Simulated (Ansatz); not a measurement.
Re (hcp, Mg type)

```
CELL_PARAMETERS angstrom
      2.77518     0.00000     0.00000
     -1.38759     2.40338     0.00000
      0.00000     0.00000     4.48302
ATOMIC_POSITIONS crystal
  Re 0.33333 0.66667 0.75000
  Re 0.66667 0.33333 0.25000
```

The slice is a (1 -1 0 0) plane (indices of the conventional cell) through the point (0.333, 0.667, 0.750) (fractional), spanned by u = [110] and v = [001] in vectors of this cell: u (2.78 Å) and v (4.48 Å, at 90° to u). It covers one period; positions are fractions (u, v).

The numbers are results of PBE (plane waves to 420 eV, PAW, scalar-relativistic; Ansatz, an electronic-structure program), not measurements. k mesh 19×19×11. Near the nuclei the fields are pseudised (PAW); where an atom keeps semicore shells as valence, they peak there. Re is run without spin polarisation. Re was relaxed with its symmetry unable to fall. Spin-orbit coupling is left out, though Re is heavy. The PAW data are Ansatz's earlier set.

What is the valence density on the shortest Re–Re line in this plane (2.78 Å), at its midpoint?

0.41 e/Å³.

What is the ELF at the midpoint of the shortest Re–Re line in this plane (2.78 Å)?

0.4.

Sketch the valence electron density on this plane as a map.


```
|999863100136899|
|998752100125789|
|887531000013578|
|665321000012356|
|332110000001123|
|111000000000011|
|000000000000000|
|000001111110000|
|000011222211000|
|000112344321100|
|000123455432100|
|000123455432100|
|000123455432100|
|000112344321100|
|000011222211000|
|000001111110000|
|000000000000000|
|111000000000011|
|332110000001123|
|665321000012356|
|887531000013578|
|998752100125789|
|999863100136899|
|999863111136899|
```
Scale: ten equal steps from -0.51 (start of '0') to 0.85 (end of '9'), in the order '0123456789'. Values: log₁₀ of the valence density in e/Å³. The map has 15 points along u (one character each, u = 0 at the left) and 24 along v (v = 0 in the bottom row). The scale is logarithmic, as a density can span decades between atoms and voids.
